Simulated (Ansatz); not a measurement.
RbBr:
```
RbBr
1.0
    0.00000     3.50894     3.50894
    3.50894     0.00000     3.50894
    3.50894     3.50894     0.00000
Rb Br
1 1
Cartesian
  0.00000   0.00000   0.00000
  3.50894   3.50894   3.50894
```

DFT-PBE in the program Ansatz with PAW potentials gives a gap of 4.19 eV without spin–orbit coupling, maximum at Γ, minimum at Γ.

**Question.** What happens when spin–orbit coupling is switched on?

**Answer.** The gap shrinks by 0.16 eV, to 4.03 eV; maximum at Γ, minimum at Γ.

**Question.** How large is the spin–orbit splitting of the valence top at Γ?

**Answer.** The fourfold level lies 0.49 eV above the split-off pair.

**Question.** Give the electron effective mass with spin–orbit coupling.

**Answer.** 0.39 mₑ (isotropic).

**Question.** Give the hole effective mass with spin–orbit coupling, band 1 of 2 at the edge.

**Answer.** 5.4 along [100], 3.2 along [110], 2.8 along [111] (mₑ).

**Question.** Give the hole effective mass with spin–orbit coupling, band 2 of 2 at the edge.

**Answer.** 0.83 along [100], 0.93 along [110], 0.98 along [111] (mₑ).

Space group Fm-3m (rock salt). The PBE relaxation kept the symmetry of its start; phonons on a q-mesh show no instability.

Potentials: the later of the program's two PAW sets.
